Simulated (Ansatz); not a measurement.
Q: ZrTa (rock salt, Fm-3m) is relaxed with the program Ansatz at the PBEsol level (PAW). What lattice parameters of the conventional cell result?

A: a = 5.575 Å.

The start of the workflow was typed in or built on a structure type; neither database checked (COD, Materials Project) lists it. Its standing as an ambient phase is unchecked. The cell was relaxed with PBEsol under the symmetry of its start. At this level the phase is mechanically unstable. No spin polarisation was allowed. Its formation energy is positive at this level, so the cell may be metastable or incomplete. Spin–orbit coupling is left out wherever it is not named.

Potentials: the earlier of the program's two PAW sets.
